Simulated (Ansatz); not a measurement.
Input, command and steps of an Ansatz relaxation.

```yaml
crystal:
  lattice:
    - [3.669978177, 0.0, 0.0]
    - [0.0, 3.669978177, 0.0]
    - [0.0, 0.0, 3.6322559236]
  atoms:
    - { symbol: Al, position: [0.0, 0.5, 0.5] }
    - { symbol: Al, position: [0.5, 0.0, 0.5] }
    - { symbol: Al, position: [0.5, 0.5, 0.0] }
    - { symbol: H, position: [0.0, 0.0, 0.0] }
basis:
  ecutwfc: 420
kpoints:
  mp_grid: { grid: [6, 6, 6] }
hamiltonian:
  xc: pbe
scf:
  occupations: { method: gaussian, width: 0.1 }
  lower_state_search: "off"
output:
  forces: true
  stress: true
  eigenvalues: true
relax:
  adjacent_minimum: "off"
  f_tol: 0.04
  max_steps: 70
  cell: { stress_tol: 0.4 }
```

```bash
ansatz run input.yaml --threads 1 --pin off --max-ram 2560MiB --backend cpu --events-out ev --progress --plain --runs-dir out
```

Method: DFT PBE, scalar-relativistic, plane waves, PAW (Ansatz).

Of 5 frames 5 are shown, positions in Å and forces in eV/Å; the SCF threshold varies from step to step. Steps run on the plane waves of an earlier cell, with a Pulay correction in the pressure. The basis is chosen afresh for the last frame, the zero of the energies, and at times for earlier ones too; energy and pressure step there, also at an unchanged geometry. Here that happened at step 5 (-3 meV/atom, 0.2 GPa); the frames before carry an error of that size.

```xyz
4
Lattice="3.6700 0.0000 0.0000 0.0000 3.6700 0.0000 0.0000 0.0000 3.6323" Properties=species:S:1:pos:R:3:forces:R:3 pbc="T T T" step=1 free_energy_over_end_meV_per_atom=137.63 pressure_GPa=19.94
Al    0.0000    1.8350    1.8161    0.0000    0.0000    0.0000
Al    1.8350    0.0000    1.8161    0.0000    0.0000    0.0000
Al    1.8350    1.8350    0.0000    0.0000    0.0000    0.0000
H     0.0000    0.0000    0.0000    0.0000    0.0000    0.0000
4
Lattice="3.8532 0.0000 0.0000 0.0000 3.8532 0.0000 0.0000 0.0000 3.8056" Properties=species:S:1:pos:R:3:forces:R:3 pbc="T T T" step=2 free_energy_over_end_meV_per_atom=9.90 pressure_GPa=3.63
Al    0.0000    1.9266    1.9028    0.0000    0.0000    0.0000
Al    1.9266    0.0000    1.9028    0.0000    0.0000    0.0000
Al    1.9266    1.9266    0.0000    0.0000    0.0000    0.0000
H     0.0000    0.0000    0.0000    0.0000    0.0000    0.0000
4
Lattice="3.8952 0.0000 0.0000 0.0000 3.8952 0.0000 0.0000 0.0000 3.8571" Properties=species:S:1:pos:R:3:forces:R:3 pbc="T T T" step=3 free_energy_over_end_meV_per_atom=3.17 pressure_GPa=0.84
Al    0.0000    1.9476    1.9286    0.0000    0.0000    0.0000
Al    1.9476    0.0000    1.9286    0.0000    0.0000    0.0000
Al    1.9476    1.9476    0.0000    0.0000    0.0000    0.0000
H     0.0000    0.0000    0.0000    0.0000    0.0000    0.0000
4
Lattice="3.9065 0.0000 0.0000 0.0000 3.9065 0.0000 0.0000 0.0000 3.8767" Properties=species:S:1:pos:R:3:forces:R:3 pbc="T T T" step=4 free_energy_over_end_meV_per_atom=2.78 pressure_GPa=0.05
Al    0.0000    1.9533    1.9383    0.0000    0.0000    0.0000
Al    1.9533    0.0000    1.9383    0.0000    0.0000    0.0000
Al    1.9533    1.9533    0.0000    0.0000    0.0000    0.0000
H     0.0000    0.0000    0.0000    0.0000    0.0000    0.0000
4
Lattice="3.9065 0.0000 0.0000 0.0000 3.9065 0.0000 0.0000 0.0000 3.8767" Properties=species:S:1:pos:R:3:forces:R:3 pbc="T T T" step=5 free_energy_over_end_meV_per_atom=0.00 pressure_GPa=0.25
Al    0.0000    1.9533    1.9383    0.0000    0.0000    0.0000
Al    1.9533    0.0000    1.9383    0.0000    0.0000    0.0000
Al    1.9533    1.9533    0.0000    0.0000    0.0000    0.0000
H     0.0000    0.0000    0.0000    0.0000    0.0000    0.0000
```

The start puts this composition into another compound's structure type, which needn't suit it. At the end the space group is Pm-3m (tolerance 0.05 Å).

It took 5.5 s on 1 thread of AMD EPYC 7B13 (Zen 3), with other jobs on the host, peak memory 0.38 GiB.

The k mesh is coarse.